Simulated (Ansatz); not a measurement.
HfB$_{2}$:
```cif
data_B2Hf
_chemical_formula_sum 'Hf1 B2'
_space_group_name_H-M_alt 'P6/mmm'
_space_group_IT_number 191
_space_group_name_Hall '-P 6 2'
_cell_length_a 3.10309
_cell_length_b 3.10309
_cell_length_c 3.42204
_cell_angle_alpha 90.000
_cell_angle_beta 90.000
_cell_angle_gamma 120.000
loop_
_atom_site_label
_atom_site_type_symbol
_atom_site_symmetry_multiplicity
_atom_site_Wyckoff_symbol
_atom_site_fract_x
_atom_site_fract_y
_atom_site_fract_z
_atom_site_occupancy
Hf1 Hf 1 a 0.00000 0.00000 0.00000 1
B1 B 2 d 0.33333 0.66667 0.50000 1
```

Relaxed at zero pressure with LDA in the plane-wave PAW code Ansatz.

Question: The volume is raised by 9 % and shape and atoms relax at that volume. What pressure results, and how do the axes share the change?

Answer: -19.9 GPa; a 2.6 %, b 2.6 %, c 3.5 %; the energy rises by 57 meV/atom.

Question: Give the new structure.

Answer: 
Space group P6/mmm (No. 191); a = b = 3.185 Å, c = 3.540 Å, α = β = 90.00°, γ = 120.00°

```json
[
 {"atom": "Hf", "site": "1a", "symmetry": "6/mmm", "x": "0.0000", "y": "0.0000", "z": "0.0000"},
 {"atom": "B", "site": "2d", "symmetry": "-6m2", "x": "0.3333", "y": "0.6667", "z": "0.5000"}
]
```

The phase is kept; no other phase was compared at this pressure.

The cell was relaxed with LDA under the symmetry of its start; of distortions, only those at the zone centre were tested. No spin polarisation was allowed. Scalar-relativistic: spin–orbit coupling is off unless named, which matters more the heavier the elements.

Potentials: the later of the program's two PAW sets.
